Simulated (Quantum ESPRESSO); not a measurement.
```cif
data_BaO3Ti
_chemical_formula_sum 'O3 Ti1 Ba1'
_space_group_name_H-M_alt 'Pm-3m'
_space_group_IT_number 221
_space_group_name_Hall '-P 4 2 3'
_cell_length_a 4.00768
_cell_length_b 4.00768
_cell_length_c 4.00768
_cell_angle_alpha 90.000
_cell_angle_beta 90.000
_cell_angle_gamma 90.000
loop_
_atom_site_label
_atom_site_type_symbol
_atom_site_symmetry_multiplicity
_atom_site_Wyckoff_symbol
_atom_site_fract_x
_atom_site_fract_y
_atom_site_fract_z
_atom_site_occupancy
O1 O 3 d 0.00000 0.00000 0.50000 1
Ti1 Ti 1 a 0.00000 0.00000 0.00000 1
Ba1 Ba 1 b 0.50000 0.50000 0.50000 1
```

The geometry is that of Materials Project entry mp-2998, symmetrised and not relaxed again.

What does norm-conserving PBEsol (Quantum ESPRESSO, 84 Ry, with spin-orbit coupling) give for the electronic structure near the Fermi level?

The PBEsol gap is indirect, 1.76 eV, from R to Γ; the smallest direct gap is 1.83 eV. The cell is held in this high symmetry; tilts and polar distortions were not searched.

This is not the ordinary phase of the substance.
